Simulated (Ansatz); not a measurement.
Relaxed-ion elastic tensor of KZnF3 (cubic perovskite, Pm-3m) in GPa (Voigt order), LDA in the plane-wave PAW code Ansatz; density 4.27 g/cm³, 12.55 Å³ per atom.

```
 163  61.5  61.5   0.0   0.0   0.0
61.5   163  61.5   0.0   0.0   0.0
61.5  61.5   163   0.0   0.0   0.0
 0.0   0.0   0.0  35.1   0.0   0.0
 0.0   0.0   0.0   0.0  35.1   0.0
 0.0   0.0   0.0   0.0   0.0  35.1
```

Q: Is the crystal mechanically stable?

A: Yes: the smallest eigenvalue of C is 35.1 GPa.

Q: Work out the Voigt, Reuss and Hill averages.

A: K_V = 95.4, K_R = 95.4, K_H = 95.4; G_V = 41.4, G_R = 40.0, G_H = 40.7 GPa.

Q: Give Young's modulus, Poisson's ratio, Pugh's ratio and the universal anisotropy index.

A: E = 9KG/(3K + G) = 107 GPa; ν = 0.31; K/G = 2.34 (ductile by the Pugh limit of 1.75); A_U = 5G_V/G_R + K_V/K_R − 6 = 0.16.

Q: Estimate the sound speeds and the Debye temperature.

A: v_l = √((K + 4G/3)/ρ) = 5920 m/s, v_t = √(G/ρ) = 3090 m/s, mean 3450 m/s; Θ = (h/k)(3n/4πV)^(1/3) v_m = 442 K.

Q: Give the Zener ratio and Young's modulus along [100], [110] and [111].

A: A = 2C44/(C11 − C12) = 0.69; 1/E = S11 − 2(S11 − S12 − S44/2)Γ with Γ = 0, 1/4, 1/3 gives 129, 101, 93.8 GPa.

Q: Solve the Christoffel equation for the three sound speeds along [100], [110], [111].

A: Eigenvalues of C_ijkl n_j n_l equal ρv². In km/s, slowest first: [100] 2.87, 2.87, 6.18; [110] 2.87, 3.45, 5.87; [111] 3.26, 3.26, 5.77.

The cell was relaxed with LDA under the symmetry of its start; phonons on a q-mesh show no instability.

Potentials: the later of the program's two PAW sets.
